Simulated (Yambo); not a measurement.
Yambo run on Ca2H3Br (space group P-3m1, No. 164). The wavefunctions are PBEsol (Quantum ESPRESSO, PseudoDojo norm-conserving, 72 Ry, with spin-orbit coupling) ones on a 3×3×2 mesh (30 occupied bands); a = b = 3.903 Å, c = 6.854 Å, α = β = 90.00°, γ = 120.00°.

Yambo input:

```
rim_cut
gw0
dyson
el_el_corr
HF_and_locXC
ppa
em1d
RandQpts= 1000000
RandGvec= 1 Ry
EXXRLvcs= 72 Ry
VXCRLvcs= 288 Ry
Chimod= "HARTREE"
% BndsRnXp
 5 | 258 |
%
NGsBlkXp= 3 Ry
% LongDrXp
 1.0 | 1.0 | 1.0 |
%
PPAPntXp= 27.2114 eV
% GbndRnge
 1 | 258 |
%
GTermKind= "BG"
DysSolver= "n"
ExtendOut
% QPkrange
 2 | 2 | 30 | 31 |
 4 | 4 | 31 | 31 |
%
```

k points by index: 2 = A, 4 = (0, 0.333, -0.5).

Resulting energies as the program prints them:

```
#    K-point    Band    Eo [eV]    E [eV]    E-Eo [eV]    Vxc [eV]    Vnlxc [eV]    Sc|Eo [eV]    Sc|E [eV]    dSc/dw|Eo [eV]    Re(Z)    Im(Z)
#
    2    30    0.000000    -0.621176    -0.621176    -11.44441    -13.84548    1.631554    1.779895    -6.497243    0.807250    -0.001438
    2    31    1.687053    2.374608    0.687555    -9.669283    -4.861728    -3.977844    -4.120000    -5.625013    0.828694    -0.001236
    4    31    1.542258    2.487028    0.944771    -10.87733    -5.571832    -4.150839    -4.360727    -6.044259    0.818246    -0.001336
```
(The two width columns are left out.) Convergence of these settings isn't established.

Geometry of the Materials Project entry, not relaxed at this level.

The structure is a Materials Project entry; no match was found in the copy of COD used, and its stability was not checked.
